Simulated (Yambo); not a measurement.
```
GaP
1.0
    0.00000     2.71997     2.71997
    2.71997     0.00000     2.71997
    2.71997     2.71997     0.00000
P Ga
1 1
Direct
  0.75000   0.75000   0.75000
  0.00000   0.00000   0.00000
```

GaP (zinc blende, space group F-43m, No. 216): mean Im ε in 1 eV windows above the direct gap of 2.75 eV, for different electron-hole kernels (Yambo, broadening 0.15 eV, PBE (pw.x of Quantum ESPRESSO, ONCV potentials, without SOC) bands; 10×10×10 mesh, 3 valence and 4 conduction bands, static screening with 23 bands and a 4 Ry block, scissor 0.89 eV, Tamm-Dancoff; field along x).

| window (eV) | independent quasiparticles | RPA (no attraction) | BSE |
|---|---|---|---|
| 2.8 to 3.8 | 4.9 | 4.4 | 11 |
| 3.8 to 4.8 | 11 | 9.7 | 18 |
| 4.8 to 5.8 | 21 | 18 | 16 |
| 5.8 to 6.8 | 15 | 13 | 9.2 |
| 6.8 to 7.8 | 6.8 | 7.5 | 4.2 |
| 7.8 to 8.8 | 4.0 | 4.8 | 3.0 |

This run doesn't resolve bound excitons or single peaks, so only averages are given, and they too depend on the mesh; weight that the attraction moves below the gap isn't listed. All transitions below 9.50 eV are in the band window. The scissor comes from a G0W0 run whose convergence isn't established.

Spin-orbit splittings are left out.

Bands and orbitals come from the standard potentials; the scissor and the G0W0 gaps come from a run at the same geometry on the stringent ones, which hold whole semicore shells in the valence.

Geometry relaxed with PBEsol.
